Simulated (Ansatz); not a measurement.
**Structures of HOs: which is lowest?**

Plane-wave DFT in Ansatz with scalar-relativistic PAW potentials, cutoff 420 eV, Γ-centred meshes chosen by cell and gap, Gaussian smearing with energies taken to zero width. Every cell was relaxed (cell and atoms) in a run of its own, within the symmetry of its start. Functional: PBE.

Relaxed structures (starts from databases or built by putting these elements on another compound's sites):
A. P6_3mc, 4 atoms in the computed cell, a = 2.922 Å, c = 4.808 Å; sites (symmetry × multiplicity) H 3m. × 2, Os 3m. × 2; start: built
B. Fm-3m, 2 atoms in the computed cell, a = 4.042 Å; sites (symmetry × multiplicity) H m-3m × 4, Os m-3m × 4; start: built
C. P-6m2, 2 atoms in the computed cell, a = 2.721 Å, c = 2.771 Å; sites (symmetry × multiplicity) H -6m2 × 1, Os -6m2 × 1; start: built

Problem. Rank them by energy. Could pressure change the order?

Solution.
| structure | group | E − E(lowest) (meV/atom) | V (Å³/atom) | gap on mesh (eV) |
| --- | --- | --- | --- | --- |
| B | Fm-3m | 0.0 | 8.25 | 0.00 |
| A | P6_3mc | 169 | 8.89 | 0.00 |
| C | P-6m2 | 280 | 8.89 | 0.00 |

B is lowest, 169 meV/atom under A. The lowest is also the densest of these, so pressure wouldn't bring one of the others in at first order. Other structures may lie lower than all of these, and vibrations aren't counted.

Spin-orbit coupling is left out, which matters for the bands of heavy elements.